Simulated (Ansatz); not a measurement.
C built on the lonsdaleite prototype: an Ansatz output whose functional has been blanked. The cell was relaxed with r2SCAN and then strained (epitaxial -2.0 % in the xy plane, free normal strain +0.03 %), with the atoms relaxed again with r2SCAN; k points keep the names of the unstrained zone.

```
C
1.0
     2.45313    0.00000    0.00000
    -1.22657    2.12447    0.00000
     0.00000    0.00000    4.17021
C
4
Cartesian
  0.0000 1.4163 0.0019
  1.2266 0.7082 2.0870
  0.0000 1.4163 1.5619
  1.2266 0.7082 3.6470
```

```
scf.n_extra_bands = 5 over 8 filled bands (N_el = 16.0): the run solves 13 bands
Pseudopotential: C, paw, valence charge 4, recommended cutoff 420 eV
Crystal: 4 atoms, lattice volume = 21.734 Å³
Basis set: ecut = 420 eV, 403 PW (Γ)
Symmetry: 24 space group operations
Space group: P63/mmc (ITA 194)
k-points: 76 of 864
preconditioner: auto → none  [insulator: Δε(μ)=3.118 eV  σ=0.020 eV  ℏωp=31.9 eV]
SCF 1 converged in 6 iterations: F = -1003.028083 eV  dr2 = 2.51e-11
SCF converged after 6 iterations
Free energy (F): -1003.028083 eV
Fermi energy:    15.971532 eV
--- Per-component energies (eV) ---
  E_band       = 77.708576
  E_kinetic    = 375.173406
  E_local      = -240.403185
  E_nonlocal   = 107.848695
  E_hartree    = 53.202440
  E_xc         = -196.469222
  E_vxc        = -244.025948
  E_paw        = -397.408044
  E_vpaw       = -27.289258
  E_ewald      = -704.972203
--- Forces (eV/Å), atoms counted from 1 ---
  atom   1  C       0.00000      0.00000      0.04324
  atom   2  C       0.00000      0.00000      0.04324
  atom   3  C       0.00000      0.00000    -0.04324
  atom   4  C       0.00000      0.00000    -0.04324
--- Stress (GPa, compression-positive) ---
       33.327393       0.000000       0.000000
        0.000000      33.327393       0.000000
        0.000000       0.000000       4.234517
  P = ⅓ Tr σ = 23.6298 GPa (236.298 kbar)
--- Band table (eV; the first three rows and the last of 76) ---
  k-point 0: bands = […, 0.2156, 11.4097, 11.4097, 13.8384, 14.4115, 14.4115, 19.2911, 19.7126, 19.7126, 23.6180, …]
  k-point 1: bands = […, 1.6131, 11.5547, 11.5547, 12.4783, 14.1046, 14.1046, 20.0581, 20.0581, 20.2138, 23.5360, …]
  k-point 2: bands = […, 4.0856, 9.7985, 11.9751, 11.9751, 13.3982, 13.3982, 20.9016, 20.9016, 21.6321, 23.0291, …]
  k-point 75: bands = […, 1.5695, 1.5695, 4.4069, 4.4069, 9.8071, 9.8071, 21.7877, 21.7877, 23.3213, 23.3213, …]
```

bands.tsv, columns around the gap (it counts bands from 0):
```tsv
# k_distance	band_3	band_4	band_5	band_6	band_7	band_8	band_9	band_10	band_11
# fermi_ev = 15.971532
# [0, 0, 0] at k_distance = 0.000000
# [0.5, 0, 0] at k_distance = 1.478762
# [0.3333333333, 0.3333333333, 0] at k_distance = 2.332526
# [0, 0, 0.5] at k_distance = 4.198853
# [0.5, 0, 0.5] at k_distance = 5.677615
# [0.3333333333, 0.3333333333, 0.5] at k_distance = 6.531379
# levels_relative_to = fermi_ev
0.000	-4.562	-4.562	-2.133	-1.560	-1.560	3.320	3.741	3.741	7.646
1.479	-12.097	-11.083	-8.154	-7.730	-4.909	3.341	6.528	6.875	7.071
2.333	-11.611	-11.611	-9.103	-8.979	-8.979	1.560	10.030	10.030	11.761
4.199	-9.086	-3.349	-3.349	-3.349	-3.349	5.987	5.987	5.987	5.987
5.678	-15.013	-6.812	-6.812	-6.691	-6.691	4.644	4.644	4.834	4.834
6.531	-14.402	-11.565	-11.565	-6.164	-6.164	5.816	5.816	7.350	7.350
```
In order the rows are Γ, M, K, A, L, H.

Question: Which level of theory was used?
A. PBE
B. r2SCAN
C. LDA
D. LC-ωPBE

Answer: A. PBE. There is no exchange loop, so no exact exchange. With PBE the valence top lies at Γ and the conduction bottom at K, 3.12 eV higher; the smallest vertical gap, at Γ, is 4.88 eV. Within one family of functionals the choice rests on the size of the gap and stress, not on a line of the log.

Run as `ansatz run input.yaml --threads 2 --pin off --max-ram 2211MiB --backend cpu --events-out ev --progress --plain --runs-dir out`. Wall time 0.99 s on 2 threads of Arm Neoverse V1 (shared host); peak host memory 0.25 GiB.

(Simulation; spin polarisation is off.)
